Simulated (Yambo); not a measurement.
Data:

```
CELL_PARAMETERS angstrom
      4.39238    -2.63220     0.00000
      4.39238     2.63220     0.00000
     -1.35210     0.00000     5.76531
ATOMIC_POSITIONS crystal
  C  0.33597 0.33597 0.75072
  C  0.66403 0.66403 0.24928
  O  0.21181 0.21181 0.83263
  O  0.78819 0.78819 0.16737
  O  0.38969 0.81339 0.29179
  O  0.61031 0.18661 0.70821
  O  0.18661 0.61031 0.70821
  O  0.81339 0.38969 0.29179
  Na 0.66907 0.66907 0.74079
  Na 0.33093 0.33093 0.25921
  Na 0.00000 0.00000 0.00000
  Na 0.00000 0.00000 0.50000
```

Workflow: norm-conserving LDA (Quantum ESPRESSO, 88 Ry, without SOC), then G0W0 in Yambo (2×2×2 Γ-centred k mesh, bands 5 to 208 and a 7 Ry block in the screening, 208 bands in G with the Bruneval-Gonze terminator, plasmon pole fitted at 27.2 eV).

Give the LDA and G0W0 gaps between the band edges found on this mesh, and say where the edges lie.

Edges: (0, 0, -0.5) → Γ. LDA: 3.96 eV; G0W0: 7.24 eV. Nearest settings tried, and what they do to the gap: 140 bands in W, 140 bands in G: +60 meV; 6 Ry block (227 vectors against 281): -31 meV. Not varied: mesh. So the settings aren't converged at that level. The k mesh is coarse. 

Geometry of the Materials Project entry, not relaxed at this level.
